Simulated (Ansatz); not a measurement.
# Run record: phonons of LuP (Fm-3m)

Computed with PBEsol, PAW on Ansatz 0.2.0's default frozen-core files (fitted under PBE), scalar-relativistic; not a measurement.

Cell and atoms were relaxed beforehand by PAW with this functional.

The structure is one entry of a database and needn't be the stable phase.

Launched as:

```sh
ansatz run input.yaml --threads 2 --pin off --max-ram 5120MiB --backend cpu --events-out ev --progress --plain --runs-dir out
```

input.yaml:

```yaml
crystal:
  lattice:
    - [0.0, 2.7235763997, 2.7235763997]
    - [2.7235763997, 0.0, 2.7235763997]
    - [2.7235763997, 2.7235763997, 0.0]
  atoms:
    - { symbol: Lu, position: [0.0, 0.0, 0.0] }
    - { symbol: P, position: [0.5, 0.5, 0.5] }
kpoints:
  mp_grid: { grid: [10, 10, 10] }
scf:
  occupations: { method: fermi_dirac, width: 0.08 }
hamiltonian:
  xc: pbesol
  pseudopotentials: { kind: paw }
phonons:
  qmesh: [2, 2, 2]
  qpath:
    path:
      - [0.0, 0.0, 0.0]
      - [0.5, 0.0, 0.5]
      - [0.625, 0.25, 0.625]
      - [0.375, 0.375, 0.75]
      - [0.0, 0.0, 0.0]
      - [0.5, 0.5, 0.5]
      - [0.5, 0.25, 0.75]
      - [0.5, 0.0, 0.5]
    npoints: 6
  temperatures: { t_min: 0, t_max: 1000, t_step: 100 }
```

Output:

```
Warning: RAYON_NUM_THREADS=2 ignored (pool sized by the plan → 2); use --threads N
Engine: ansatz 0.2.0, x86_64-unknown-linux-gnu
Pseudopotentials: kind: paw
Pseudopotential: Lu, paw, valence charge 25, recommended cutoff 420 eV (normal), Lu.paw.azcp
Pseudopotential: P, paw, valence charge 5, recommended cutoff 420 eV (normal), P.paw.azcp
Functional definition: PBEsol
  exchange = pbesol_x
  correlation = pbesol_c
Crystal: 4 atoms, lattice volume = 80.813 Å³
Basis set: ecut = 420 eV, 1539 PW (Γ), FFT grids on a1, a2, −a1+a2+a3, exchange–correlation on 54×54×80 points (8 copies of the dense FFT grid, shifted against one another)
Bands: 36, of which v1, the nominal top of the filled ones, is band 30 counted from 1 (29 counted from 0)
Symmetry: 32 space group operations
k-points: 63 of 500
Non-local potential: Lu, projectors of the file, l = 0: 3, l = 1: 2, l = 2: 2, l = 3: 3
Non-local potential: P, projectors of the file, l = 0: 2, l = 1: 2, l = 2: 2
PAW form: soft (Blöchl's): semilocal exchange-correlation on the pseudo side does not see the compensation charge
PAW frozen core: Lu, regenerated for the run's functional, and the local potential with it (the file was generated under x = pbe(κ = 0.804, μ = 0.2195149727645171), c = pbe(β = 0.06672455060314922))
PAW frozen core: P, regenerated for the run's functional, and the local potential with it (the file was generated under x = pbe(κ = 0.804, μ = 0.2195149727645171), c = pbe(β = 0.06672455060314922))
PAW one-centre angular grid: Lu, 590 points (default); XC on 64 Gauss nodes
PAW one-centre angular grid: P, 110 points (default); XC on 64 Gauss nodes
Initial density: handed on by an earlier stage of this run
Initial wavefunctions: those handed on with the density
Functional: x = pbesol(κ = 0.804, μ = 0.12345679012345678), c = pbesol(β = 0.046)
SCF iter   1: F=—  HF=-30709.491203 eV  |F-HF|=—  |Δ(HF+E_count)|=         —  Δρ=1.21e-7  dr2=1.11e-11  ethr=1.04e-12  ⟨swp⟩=7.6  Hψ=8458  notcnv=0
preconditioner: auto → Kerker (q_TF=auto, 2.596 Å⁻¹)  [metal: Δε(μ)=0.140 eV  Ē_g=12.416 eV  σ=0.080 eV  W_gap=0.35  n_scr=28 (ndim 8)  ℏωp=30.9 eV  f_vac=0.000  D(μ)=0.60/eV (n_scr^D=2)]
SCF iter   2: F=-30709.491203 eV  HF=-30709.491203 eV  |F-HF|=7.28e-12  |Δ(HF+E_count)|=    0.00e0  Δρ=1.00e-7  dr2=8.14e-12  ethr=1.00e-12  ⟨swp⟩=5.1  Hψ=9756  notcnv=0
SCF 1 converged in 2 iterations: F = -30709.491203 eV  dr2 = 8.14e-12
  greatest PAW one-centre occupation: 0.998 electrons in one spin orbital (limit 2), on the Lu atom at site 2 (counted from 0), in its partial waves of l = 0
Crystal: 2 atoms, lattice volume = 40.406 Å³
Basis set: ecut = 420 eV, 749 PW (Γ), exchange–correlation on 54×54×54 points (8 copies of the dense FFT grid, shifted against one another)
Bands: 19, of which v1, the nominal top of the filled ones, is band 15 counted from 1 (14 counted from 0)
Symmetry: 48 space group operations
k-points: 47 of 1000
Initial density: read from a saved state, or passed on in memory by an earlier SCF of this step, an earlier step, the calling program or the single point that the run made first
Initial wavefunctions: pseudopotential atomic-orbital guess
[... 74 lines left out ...]
SCF iter   7: F=—  HF=-30709.491174 eV  |F-HF|=—  |Δ(HF+E_count)|=   2.54e-9  Δρ=4.64e-7  dr2=6.36e-10  ethr=2.19e-11  ⟨swp⟩=2.0  Hψ=3331  notcnv=0  defer=5
SCF iter   8: F=—  HF=-30709.491174 eV  |F-HF|=—  |Δ(HF+E_count)|=  2.55e-11  Δρ=4.14e-7  dr2=1.88e-10  ethr=1.06e-12  ⟨swp⟩=3.3  Hψ=5102  notcnv=0  defer=5
SCF iter   9: F=—  HF=-30709.491174 eV  |F-HF|=—  |Δ(HF+E_count)|=  1.24e-10  Δρ=2.25e-7  dr2=8.12e-11  ethr=1.00e-12  ⟨swp⟩=2.9  Hψ=4538  notcnv=0  defer=5
SCF iter  10: F=—  HF=-30709.491174 eV  |F-HF|=—  |Δ(HF+E_count)|=  1.82e-11  Δρ=8.64e-8  dr2=6.30e-12  ethr=1.00e-12  ⟨swp⟩=7.9  Hψ=15573  notcnv=0
SCF iter  11: F=-30709.491174 eV  HF=-30709.491174 eV  |F-HF|=3.64e-12  |Δ(HF+E_count)|=    0.00e0  Δρ=2.42e-8  dr2=6.13e-13  ethr=1.00e-12  ⟨swp⟩=7.4  Hψ=12873  notcnv=0
SCF 8 converged in 11 iterations: F = -30709.491174 eV  dr2 = 6.13e-13
iter 1 solved again at ethr=1.00e-12 eV; its pass at ethr=3.10e-3 eV (dr2=9.57e-11 eV) is discarded
SCF iter   1: F=—  HF=-30709.491174 eV  |F-HF|=—  |Δ(HF+E_count)|=         —  Δρ=3.62e-7  dr2=7.71e-11  ethr=1.00e-12  ⟨swp⟩=3.3  Hψ=12271  notcnv=0  defer=5
SCF iter   2: F=—  HF=-30709.491174 eV  |F-HF|=—  |Δ(HF+E_count)|=   3.15e-7  Δρ=2.25e-7  dr2=2.97e-11  ethr=1.00e-12  ⟨swp⟩=2.1  Hψ=3786  notcnv=0  defer=5
SCF iter   3: F=—  HF=-30709.491174 eV  |F-HF|=—  |Δ(HF+E_count)|=    0.00e0  Δρ=1.28e-7  dr2=1.17e-11  ethr=1.00e-12  ⟨swp⟩=1.2  Hψ=2057  notcnv=0  defer=5
SCF iter   4: F=-30709.491174 eV  HF=-30709.491174 eV  |F-HF|=2.18e-11  |Δ(HF+E_count)|=    0.00e0  Δρ=4.52e-8  dr2=2.00e-12  ethr=1.00e-12  ⟨swp⟩=8.1  Hψ=14399  notcnv=0
SCF 9 converged in 4 iterations: F = -30709.491174 eV  dr2 = 2.00e-12
SCF converged after 2 iterations
Free energy (F): -30709.491203 eV
Harris-Foulkes:  -30709.491203 eV  (|F-HF|=7.28e-12)
Internal energy: -30709.479282 eV  (E = F + TS)
E sigma→0 (E₀):  -30709.485243 eV
Entropy (-TS):   -0.011921 eV (-2.980 meV/atom)
Fermi energy:    13.051020 eV
--- Per-component energies (eV) ---
  E_band       = 57.905737
  E_kinetic    = 986.101871
  E_local      = -14102.851042  (includes V_loc(G=0)·N_el)
  E_nonlocal   = 1229.475218
  E_hartree    = 5951.573501
  E_xc         = -559.996471
  E_vxc        = -642.953997  (∫ρ·V_xc dr)
  E_paw        = -15617.969905  (= ΣΔE_a)
  E_vpaw       = 684.986243  (= ΣTr[D̂ρ^β])
  E_aug_tail   = 0.000072  (compensation charges beyond the density's cutoff)
  E_ewald      = -8598.289053
  E_core_change = 2.476527  (= ΣΔE_core)
  E_smearing   = -0.011921  (= −TS)
  E_closure    = -0.000000  (closes the sum)
  Σ components = -30709.491203   (vs F -30709.491203, Δ=0.00e0)
--- Forces (eV/Å), atoms counted from 1 ---
  atom   1  Lu     0.00000000     0.00000000     0.00000000
  atom   2  P     -0.00000000     0.00000000     0.00000000
  atom   3  Lu     0.00000000    -0.00000000     0.00000000
  atom   4  P      0.00000000    -0.00000000     0.00000000
  max |Σ_I F_I| component: 3.67e-29 eV/Å
--- Phonons: 6 displaced members + 2 references (amplitude of the first 0.0025 Å, Σ member SCF iterations 54) ---
  ASR residual: 2.898e-4 → 0.000e0 eV/Å²; symmetrization residual: 4.283e-4 eV/Å²
  largest component of a force at the reference: 3.8e-29 eV/Å
  ASR residual per site (eV/Å²): 2.36e-4 2.90e-4
  Γ frequencies (cm⁻¹): 0.00 0.00 0.00 260.52 260.52 260.52
--- Phonons (by wavevector): 3 wavevectors in 2 supercells ---
  supercell 1 (2 cells, vectors [1, 0, 0], [0, 1, -1], [0, 0, 2] in multiples of the cell's): 2 displaced members by 0.0025 Å; free energy -30709.491203 eV; taken off its force constants: by the sum rule 2.9e-4, by the ...
  symmetry images taken by strict's conditions (phonons.symmetry_images: auto; settled by no image being taken that strict refuses)
  supercell 2 (2 cells, vectors [1, 0, 0], [0, 1, 0], [0, 0, 2] in multiples of the cell's): 4 displaced members by 0.0025 Å; free energy -30709.491203 eV; taken off its force constants: by the sum rule 5.5e-5, by the ...
  symmetry images taken by strict's conditions (phonons.symmetry_images: auto; settled by no image being taken that strict refuses)
  q = [0.0000, 0.0000, 0.0000] (star 1, supercell 1; hermiticity 1.03e-50, symmetrization 4.63e-6): -0.00 0.00 0.00 260.52 260.52 260.52
  q = [0.0000, 0.0000, -0.5000] (star 4, supercell 2; hermiticity 9.63e-17, symmetrization 6.38e-16): 105.00 105.00 158.67 274.00 274.00 324.41
  q = [0.0000, -0.5000, -0.5000] (star 3, supercell 1; hermiticity 1.62e-16, symmetrization 4.26e-16): 86.70 86.70 106.79 266.25 266.25 304.55
  joined force constants: q→R imaginary residual 3.11e-17
  density of states and harmonic sums: on the 20×20×20 q-mesh, interpolated from the force constants of a 2×2×2 supercell (no non-analytic term)
  largest difference from the sums on the solved wave vectors: F 7.38e-2 eV, S 1.06e-4 and C_V 3.23e-5 eV/K
```

The run converged.

Phonons on the q mesh:

Harmonic phonons of a crystal by Kohn-Sham DFT at the given cell, standard atomic masses, acoustic sum rule imposed; negative wavenumbers are unstable modes; one row a degenerate set, branches counted upwards.

```json
{
  "Unstable phonons": "no"
}
```

| point | q a (r.l.u.) | q b (r.l.u.) | q c (r.l.u.) | branch | phonon wavenumber (cm⁻¹) | degeneracy |
| --- | --- | --- | --- | --- | --- | --- |
| Gamma | 0 | 0 | 0 | 4 | 260.5 | 3 |
| L | 0.5 | 0 | 0 | 1 | 105 | 2 |
| L | 0.5 | 0 | 0 | 3 | 158.7 | 1 |
| L | 0.5 | 0 | 0 | 4 | 274 | 2 |
| L | 0.5 | 0 | 0 | 6 | 324.4 | 1 |
| X | 0.5 | 0.5 | 0 | 1 | 86.7 | 2 |
| X | 0.5 | 0.5 | 0 | 3 | 106.8 | 1 |
| X | 0.5 | 0.5 | 0 | 4 | 266.2 | 2 |
| X | 0.5 | 0.5 | 0 | 6 | 304.6 | 1 |

### Harmonic thermodynamics

Sums over wave vectors interpolated from the q mesh.

```json
{
 "Zero point energy": "36 meV/atom"
}
```

```
temperature (K)  phonon heat capacity (k_B/atom)  phonon entropy (k_B/atom)  phonon free energy (meV/atom)
            100                            1.683                      1.196                          32.27
            200                            2.503                      2.672                          15.28
            300                            2.757                      3.743                          -12.6
            400                            2.858                      4.552                         -48.49
            500                            2.908                      5.196                         -90.58
            600                            2.935                      5.729                         -137.7
            700                            2.952                      6.183                         -189.1
            800                            2.963                      6.578                         -244.1
            900                            2.971                      6.927                         -302.3
           1000                            2.976                       7.24                         -363.4
```

Zone-centre phonons:

Optical zone-centre levels upwards with Mulliken labels, activity, and the element with most of the kinetic energy.

```json
{
 "Point group": "m-3m"
}
```

| number | phonon wavenumber (cm⁻¹) | label | infrared | raman | lead element |
| --- | --- | --- | --- | --- | --- |
| 1 | 260.5 | T1u | yes | no | P |

Known limits: frozen-core PAW files fitted under PBE, their cores solved anew for the functional of the run; responses of metals move with mesh and smearing; coarse q mesh; activity by symmetry alone, a metal screens infrared modes.

Time and hardware: 69 s on 2 threads of Intel(R) Xeon(R) 6975P-C (Granite Rapids) (shared host), peak memory 0.66 GiB.
